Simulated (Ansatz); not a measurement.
MgS (started from an entry of an open crystallographic database), relaxed with r2SCAN, was run in the plane-wave code Ansatz under altered settings. All numbers are computed, without spin polarisation but where a row says otherwise.

```
CELL_PARAMETERS angstrom
0.00000 2.60152 2.60152
2.60152 0.00000 2.60152
2.60152 2.60152 0.00000
ATOMIC_POSITIONS crystal
Mg 0.00000 0.00000 0.00000
S 0.50000 0.50000 0.50000
```

The base run's other keys:
```yaml
kpoints:
  mp_grid: { grid: [6, 6, 6] }
hamiltonian:
  xc: r2scan
scf:
  occupations: { method: fixed }
  n_extra_bands: 4
```

It takes 6 iterations with 893 plane waves at 500 eV and 16 k points, and leaves a mean stress of +0.02 GPa. The gap over this mesh is 3.461 eV. It ran on 4 threads of Arm Neoverse V2, on a shared host.

Outcomes, with energy and stress as changes against the base:

| setting | outcome | ΔF (meV/atom) | Δ mean stress (GPa) | gap on the mesh (eV) | iterations | wall time |
| --- | --- | --- | --- | --- | --- | --- |
| scf.mixing.ndim: 30 | converged | 0.0 | 0.00 | 3.461 | 6 | 0.53 s |
| scf.occupations: fermi_dirac 0.2 | converged | 0.0 | 0.00 | 3.461 | 6 | 0.53 s |
| basis.ecutrho_ratio: 8 | converged | 0.0 | 0.00 | 3.461 | 6 | 0.74 s |
| scf.n_extra_bands: 1 | converged | 0.0 | 0.00 | 3.461 | 6 | 0.51 s |
| accuracy: low | converged | 0.0 | 0.00 | 3.461 | 6 | 0.48 s |
| basis.ecutwfc: 250 | converged, warned | +141 | -0.15 | 3.492 | 6 | 0.34 s |
| scf.convergence.dr2_threshold: 1e-12 | converged | 0.0 | 0.00 | 3.461 | 9 | 0.62 s |
| basis.ecutwfc: 900 | converged | -1.3 | -0.01 | 3.461 | 6 | 0.86 s |
| hamiltonian.dispersion: d3bj | converged, warned | -167 | -1.55 | 3.461 | 6 | 0.53 s |
| hamiltonian.dispersion: rvv10 | converged | – | -0.65 | 3.434 | 6 | 0.85 s |
| scf.occupations: methfessel_paxton 0.5 | converged | 0.0 | 0.00 | 3.461 | 6 | 0.54 s |
| hamiltonian.xc: pbesol (cutoff then 420 eV) | converged | – | -0.92 | 2.700 | 6 | 0.27 s |
| kpoints.mp_grid.grid: [8, 8, 1] | converged, warned | +888 | +9.65 | 3.241 | 6 | 0.63 s |
| scf.convergence.dr2_threshold: 0.0 | refused | – | – | – | – | 0.02 s |

A dash marks a value that wasn't obtained or can't be compared. Stress is positive in compression. Its mean hides that meshes of lower symmetry stress the axes unequally. The base took 0.53 s.

- basis.ecutwfc: 250. 331 plane waves in place of 893. The free energy moves by +141 meV an atom, the mean stress by -0.15 GPa and the gap on the mesh by +0.030 eV (to 3.492). The basis is too small: these are errors of the cutoff. Warned: cutoff below recommended.
- hamiltonian.dispersion: d3bj. The free energy moves by -167 meV an atom, the mean stress by -1.55 GPa and the gap on the mesh by 0.000 eV (to 3.461). A pairwise correction adds to energy, forces and stress after the SCF and leaves the bands alone. Warned: dispersion damping borrowed.
- hamiltonian.xc: pbesol. The cutoff follows the functional, from 500 to 420 eV. The mean stress moves by -0.92 GPa and the gap on the mesh by -0.761 eV (to 2.700). It's another functional on the same cell, so totals aren't comparable.
- kpoints.mp_grid.grid: [8, 8, 1]. The free energy moves by +888 meV an atom, the mean stress by +9.65 GPa and the gap on the mesh by -0.220 eV (to 3.241). The mesh breaks the crystal's symmetry, so the stress, and any force that symmetry no longer fixes, lose it too. The mesh is too coarse. Warned: symmetry narrowed by mesh.
- scf.convergence.dr2_threshold: 0.0. The program doesn't start. Error: invalid value for `scf.convergence.dr2_threshold`: must be finite and > 0; got 0 eV

Within 1 meV an atom, 0.1 GPa and 0.005 eV of the base stay: scf.mixing.ndim: 30; scf.occupations: fermi_dirac 0.2; basis.ecutrho_ratio: 8; scf.n_extra_bands: 1; accuracy: low; scf.convergence.dr2_threshold: 1e-12; scf.occupations: methfessel_paxton 0.5.
